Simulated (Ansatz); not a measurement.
Values for one crystal, relaxed and computed with plane-wave PAW PBE (Ansatz code); other levels are named.

```yaml
volume_per_atom: 16.93 Å³
electronic_character: metallic (no gap)
Density of states at the Fermi level: 0.41 states/eV per atom (mean over ±0.08 eV)
Bulk modulus (Birch–Murnaghan fit): 135 GPa
Formation energy from the elements (no fitted shifts): -0.60 eV/atom
Pressure derivative B′: 4.6
Gap with spin–orbit coupling: none (metallic)
```

Which compound is it?
A) AlPt, rock salt
B) AlCo, CsCl type
C) AlRu, CsCl type
D) AlNi, Fd-3m (Al on 8b, Ni on 8a)

A, AlPt, rock salt

Space group Fm-3m (rock salt). The start of the workflow was typed in or built on a structure type; neither database checked (COD, Materials Project) lists it. Whether it is the stable phase at ambient conditions was not checked. Symmetry was held in the PBE relaxation; whether a distortion lowers the energy is not shown. The run is not spin-polarised. The references are the lowest solids computed at this level, not always the standard phases. Spin–orbit coupling is left out wherever it is not named.

Potentials: the later of the program's two PAW sets.
